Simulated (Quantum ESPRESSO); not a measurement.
Mg3Ru2Ti2Ag, input and log of a self-consistent run

Simulated, not a measurement. The program is pw.x of Quantum ESPRESSO 7.5 (plane-wave density functional theory). The cell is made up: eight metal atoms on a hexagonal close-packed lattice, with elements, volume, strain and displacements drawn at random and not relaxed, so it may be unstable or far from any real phase. PseudoDojo standard norm-conserving files set the functional (PBE unless stated); there is no spin polarisation or spin-orbit coupling, the Fermi-Dirac width of 0.25 eV means electrons at about 2900 K, and the masses in the input are unused placeholders. A spin test at this wide smearing found no moment, but such smearing suppresses magnetism that the real alloy may have.

Input:

```
&control calculation='scf', pseudo_dir='./dojo.nc.sr.pbe.v0_5.standard.upf', outdir='./o', disk_io='minimal', tprnfor=.true., tstress=.true. /
&system ibrav=0, nat=8, ntyp=4, nbnd=66, ecutwfc=84.00895049, nosym=.true., tot_charge=0,
 occupations='smearing', smearing='fd', degauss=0.0183746611
/
&electrons conv_thr=1.470e-08, electron_maxstep=70, mixing_beta=0.5 /
ATOMIC_SPECIES
Ag 1.0 Ag.upf
Mg 1.0 Mg.upf
Ru 1.0 Ru.upf
Ti 1.0 Ti.upf
CELL_PARAMETERS angstrom
-0.0088 0.0236 4.8405
6.0263 0.0224 -0.011
-2.9938 5.2152 0.0312
ATOMIC_POSITIONS angstrom
Mg 0.0111 0.1166 -0.057
Ru -1.4782 2.5966 0.0319
Ru 3.1557 -0.0051 -0.0832
Ti 1.5168 2.6207 0.0575
Mg 0.0891 1.7561 2.3536
Ti -1.6061 4.2959 2.4085
Mg 2.9907 1.7519 2.4186
Ag 1.5007 4.2803 2.4584
K_POINTS automatic
5 5 5 1 1 1
```

The log is shortened where brackets say so; the opening notice, blank lines, dates and the lines on written files are dropped, and the path of the files is cut. It prints rydbergs, bohrs and kilobars, and counts compression as positive stress. Its total energy is the free energy E - TS of the whole cell.

```
     Program PWSCF v.7.5
     Parallel version (MPI & OpenMP), running on       4 processor cores
     Number of MPI processes:                 4
     Threads/MPI process:                     1
     [start-up lines left out]
     bravais-lattice index     =            0
     lattice parameter (alat)  =       9.1473  a.u.
     unit-cell volume          =    1028.7796 (a.u.)^3
     number of atoms/cell      =            8
     number of atomic types    =            4
     number of electrons       =       105.00
     number of Kohn-Sham states=           66
     kinetic-energy cutoff     =      84.0090  Ry
     charge density cutoff     =     336.0358  Ry
     scf convergence threshold =      1.5E-08
     mixing beta               =       0.5000
     number of iterations used =            8  plain     mixing
     Exchange-correlation= PBE
                           (   1   4   3   4   0   0   0)
     [axes and pseudopotential details left out]
   Cartesian axes
     site n.     atom                  positions (alat units)
         1        Mg     tau(   1) = (   0.0022931   0.0240881  -0.0117755  )
         2        Ru     tau(   2) = (  -0.3053775   0.5364249   0.0065901  )
         3        Ru     tau(   3) = (   0.6519280  -0.0010536  -0.0171881  )
         4        Ti     tau(   4) = (   0.3133518   0.5414037   0.0118788  )
         5        Mg     tau(   5) = (   0.0184069   0.3627882   0.4862242  )
         6        Ti     tau(   6) = (  -0.3318001   0.8874789   0.4975658  )
         7        Mg     tau(   7) = (   0.6178410   0.3619205   0.4996524  )
         8        Ag     tau(   8) = (   0.3100258   0.8842562   0.5078745  )
     number of k points=    63  Fermi-Dirac smearing, width (Ry)=  0.0184
                       cart. coord. in units 2pi/alat
        k(    1) = (   0.0799921   0.1381411   0.0994733), wk =   0.0320000
        k(    2) = (   0.0793019   0.3233833   0.0985689), wk =   0.0320000
     [further k points left out]
     Dense  grid:   107091 G-vectors     FFT dimensions: (  54,  72,  72)
     Estimated max dynamical RAM per process >     386.53 MB
     Estimated total dynamical RAM >       1.43 GB
     Initial potential from superposition of free atoms
     starting charge     104.9924, renormalised to     105.0000
     Starting wfcs are   65 randomized atomic wfcs +    1 random wfcs
     total cpu time spent up to now is        5.7 secs
     per-process dynamical memory:   308.8 Mb
     Self-consistent Calculation
     iteration #  1     ecut=    84.01 Ry     beta= 0.50
     Davidson diagonalization with overlap
     ethr =  1.00E-02,  avg # of iterations =  3.0
     total cpu time spent up to now is       20.1 secs
     total energy              =   -1307.55969370 Ry
     estimated scf accuracy    <       1.09854948 Ry
     iteration #  2     ecut=    84.01 Ry     beta= 0.50
     Davidson diagonalization with overlap
     ethr =  1.05E-03,  avg # of iterations =  3.2
     total cpu time spent up to now is       35.1 secs
     total energy              =   -1307.42149595 Ry
     estimated scf accuracy    <       8.33532961 Ry
     iteration #  3     ecut=    84.01 Ry     beta= 0.50
     Davidson diagonalization with overlap
     ethr =  1.05E-03,  avg # of iterations =  2.8
     total cpu time spent up to now is       49.0 secs
     total energy              =   -1307.89991292 Ry
     estimated scf accuracy    <       1.90026328 Ry
     iteration #  4     ecut=    84.01 Ry     beta= 0.50
     Davidson diagonalization with overlap
     ethr =  1.05E-03,  avg # of iterations =  2.0
     total cpu time spent up to now is       61.3 secs
     total energy              =   -1308.00764169 Ry
     estimated scf accuracy    <       1.44982224 Ry
     iteration #  5     ecut=    84.01 Ry     beta= 0.50
     Davidson diagonalization with overlap
     ethr =  1.05E-03,  avg # of iterations =  1.0
     total cpu time spent up to now is       72.4 secs
     total energy              =   -1308.08195238 Ry
     estimated scf accuracy    <       0.37494955 Ry
     [iterations 6 to 10 left out]
     iteration # 11     ecut=    84.01 Ry     beta= 0.50
     Davidson diagonalization with overlap
     ethr =  6.11E-08,  avg # of iterations =  1.7
     total cpu time spent up to now is      145.7 secs
     total energy              =   -1308.10807350 Ry
     estimated scf accuracy    <       0.00002617 Ry
     iteration # 12     ecut=    84.01 Ry     beta= 0.50
     Davidson diagonalization with overlap
     ethr =  2.49E-08,  avg # of iterations =  1.4
     total cpu time spent up to now is      157.6 secs
     total energy              =   -1308.10807479 Ry
     estimated scf accuracy    <       0.00000091 Ry
     iteration # 13     ecut=    84.01 Ry     beta= 0.50
     Davidson diagonalization with overlap
     ethr =  8.63E-10,  avg # of iterations =  4.2
     total cpu time spent up to now is      171.6 secs
     total energy              =   -1308.10807488 Ry
     estimated scf accuracy    <       0.00000022 Ry
     iteration # 14     ecut=    84.01 Ry     beta= 0.50
     Davidson diagonalization with overlap
     ethr =  2.14E-10,  avg # of iterations =  2.0
     total cpu time spent up to now is      183.7 secs
     total energy              =   -1308.10807490 Ry
     estimated scf accuracy    <       0.00000003 Ry
     iteration # 15     ecut=    84.01 Ry     beta= 0.50
     Davidson diagonalization with overlap
     ethr =  2.76E-11,  avg # of iterations =  2.0
     total cpu time spent up to now is      196.2 secs
     End of self-consistent calculation
     [lines on levels left out]
!    total energy              =   -1308.10807490 Ry
     estimated scf accuracy    <          3.7E-09 Ry
     smearing contrib. (-TS)   =      -0.13593882 Ry
     internal energy E=F+TS    =   -1307.97213609 Ry
     The total energy is F=E-TS. E is the sum of the following terms:
     one-electron contribution =    -648.24766600 Ry
     hartree contribution      =     345.41081368 Ry
     xc contribution           =    -196.55449172 Ry
     ewald contribution        =    -808.58079205 Ry
     convergence has been achieved in  15 iterations
     Forces acting on atoms (cartesian axes, Ry/au):
     atom    1 type  2   force =    -0.01006489   -0.02223017    0.00301992
     atom    2 type  3   force =    -0.00158641    0.01731459   -0.00382582
     atom    3 type  3   force =    -0.03603499    0.00287761    0.01241378
     atom    4 type  4   force =     0.00442182    0.03494267   -0.02049061
     atom    5 type  2   force =    -0.04365511    0.01401788    0.01348790
     atom    6 type  4   force =     0.05669014   -0.02873091   -0.00171547
     atom    7 type  2   force =     0.03014682   -0.02539510    0.00328439
     atom    8 type  1   force =     0.00008263    0.00720343   -0.00617410
     Total force =     0.109653     Total SCF correction =     0.000101
     Computing stress (Cartesian axis) and pressure
          total   stress  (Ry/bohr**3)                   (kbar)     P=      -97.10
  -0.00074585   0.00001023  -0.00002465         -109.72        1.51       -3.63
   0.00001023  -0.00067833  -0.00004171            1.51      -99.79       -6.14
  -0.00002465  -0.00004171  -0.00055606           -3.63       -6.14      -81.80
     init_run     :      5.24s CPU      5.49s WALL (       1 calls)
     electrons    :    189.29s CPU    190.57s WALL (       1 calls)
     forces       :      1.51s CPU      1.52s WALL (       1 calls)
     stress       :      5.22s CPU      5.23s WALL (       1 calls)
     [timing details left out]
     PWSCF        :   3m21.48s CPU   3m23.04s WALL
     JOB DONE.
```

In other units: free energy -17797.717 eV for the cell, pressure -9.71 GPa, largest force component 1.458 eV/Å in size. The run took 205 s of wall time with four MPI processes on a shared machine (Intel Xeon, 2023 or later, virtual cores), so the time is rough. A rerun of this cell at a higher cutoff and on a denser mesh moved values by no more than 0.005 eV in energy, 0.04 GPa in stress and 0.007 eV/Å in force, and a second program with other atomic files agreed on that cell to 2 % rms in force and 0.5 GPa in pressure.